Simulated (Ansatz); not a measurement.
## Two states of CuSnF6

```xyz
8
Lattice="2.5379 1.4653 4.5581 -2.5379 1.4653 4.5581 0.0000 -2.9306 4.5581" Properties=species:S:1:pos:R:3 pbc="T T T"
F    -0.9847    1.7466    5.6930
F    -1.0203   -1.7261    5.6930
F     2.0050   -0.0205    5.6930
F     0.9847   -1.7466    7.9812
F     1.0203    1.7261    7.9812
F    -2.0050    0.0205    7.9812
Cu    0.0000    0.0000    6.8371
Sn    0.0000    0.0000    0.0000
```

Method: r2SCAN, with U = 2.89 eV and J = 0.68 eV on Cu d (all-electron-ortho-atomic projectors); PAW, plane waves to 500 eV, 4×4×4 Γ-centred mesh, gaussian occupations (width 0.0101 eV) (Ansatz 0.2.0), atoms fixed.

State A: no moments (no spin polarisation). State B: Cu7 up (collinear spin).

**Question.** Which state is lower, and how do they differ?

**Answer.** State B is lower by 107.4 meV an atom at zero smearing.

| state | free energy (meV/atom) | largest moment in a small sphere (μB) | net moment (μB/cell) | gap on mesh (eV) | pressure (GPa) | largest force (eV/Å) |
| --- | --- | --- | --- | --- | --- | --- |
| A | 107.3 | 0.00 | 0.00 | metal | -0.6 | 1.59 |
| B | 0.0 | 0.84 | 1.00 | 1.26 | -1.6 | 2.18 |

Origin: a database entry at a rescaled volume. Caveats: the state breaks the symmetry of the cell; no spin-orbit coupling, which can shift this gap by tenths of an eV; forces this large suggest misplaced atoms in the database entry; atoms or cell far from equilibrium; odd electron count without spin polarisation, so a magnetic state may lie lower; the k mesh is coarse if the cell is a metal.
